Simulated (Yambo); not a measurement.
BSE-type run in Yambo on CsScW2O8 (space group P-3m1, No. 164), at zero momentum.

Quantum ESPRESSO step (PBEsol, PseudoDojo standard norm-conserving files, scalar-relativistic):
```
&CONTROL
  calculation = 'nscf'
  pseudo_dir = './pseudo'
  outdir = './out'
/
&SYSTEM
  ibrav = 0
  nat = 12
  ntyp = 4
  ecutwfc = 84.0
  ecutrho = 336.0
  occupations = 'fixed'
  force_symmorphic = .true.
  nbnd = 143
/
&ELECTRONS
  conv_thr = 1.2000000000000002e-08
  diago_full_acc = .true.
  diago_thr_init = 1e-08
/
ATOMIC_SPECIES
O 15.9990 O.upf
Sc 44.9559 Sc.upf
Cs 132.9055 Cs.upf
W 183.8400 W.upf
CELL_PARAMETERS angstrom
  5.927249968000   0.000000000000   0.000000000000
 -2.963624984000   5.133149047000   0.000000000000
  0.000000000000   0.000000000000   8.105800000000
ATOMIC_POSITIONS crystal
O   0.164210000000   0.835790000000   0.343430000000
O   0.835790000000   0.164210000000   0.656570000000
O   0.164210000000   0.328420000000   0.343430000000
O   0.835790000000   0.671580000000   0.656570000000
O   0.671580000000   0.835790000000   0.343430000000
O   0.328420000000   0.164210000000   0.656570000000
O   0.333333333000   0.666666667000   0.054110000000
O   0.666666667000   0.333333333000   0.945890000000
Sc   0.000000000000   0.000000000000   0.500000000000
Cs   0.000000000000   0.000000000000   0.000000000000
W   0.333333333000   0.666666667000   0.273650000000
W   0.666666667000   0.333333333000   0.726350000000
K_POINTS automatic
3 3 2 0 0 0
```

Yambo input:
```
rim_cut
optics
bse
bss
dipoles
em1s
RandQpts= 1000000
RandGvec= 1 Ry
FFTGvecs= 40 Ry
Chimod= "HARTREE"
BSKmod= "SEX"
BSEmod= "resonant"
BSSmod= "hs"
BSENGexx= 15 Ry
BSENGBlk= 3 Ry
% KfnQP_E
 2.668 | 1.0 | 1.0 |
%
% BSEQptR
 1 | 1 |
%
% BSEBands
 33 | 64 |
%
% BEnRange
 0.0 | 11.6 | eV
%
% BDmRange
 0.15 | 0.15 | eV
%
BEnSteps= 232
% BLongDir
 1.0 | 0.0 | 0.0 |
%
BSHayTrs= -0.02
BSSNEig= 24
WRbsWF
% BndsRnXs
 4 | 138 |
%
NGsBlkXs= 3 Ry
% LongDrXs
 1.0 | 1.0 | 1.0 |
%
```

From the report:

The dimension is k points × valence × conduction bands = 18 × 16 × 16 = 4608.
```
   [SLEPC] Approach                          : Krylov-Schur
   [SLEPC] Number of requested eigenvalues   :  24
   [SLEPC] Number of eigenvalues        [NEV]:  24
    [K] Dimension                                    :   4608
    [K] Bands                                        :   33   64
    [K] Exchange res                                 : yes
    [K] Correlation res                              : yes
    [K] W interaction is bare                        : no
    [K] RL vectors exchange                          :  1645
    [K] RL vectors correlation                       :  159
    [W] Matrix size                                  :  159
    [W] Bands                                        :    4  138
    [W] Coulomb Cutoff                               : none
    [W] Hxc Kernel                                   : HARTREE
```
Lowest eigenvalues (eV; in brackets the number of states within 2 meV): 4.71 (1), 4.74 (1), 4.92 (4), 5.21 (2), 5.30 (2), 5.40 (1). They depend on the mesh, which isn't converged, and on the G0W0 scissor.

Spin-orbit coupling is not included.

Geometry of the Materials Project entry, not relaxed at this level.

The structure is a Materials Project entry; no match was found in the copy of COD used, and its stability was not checked.
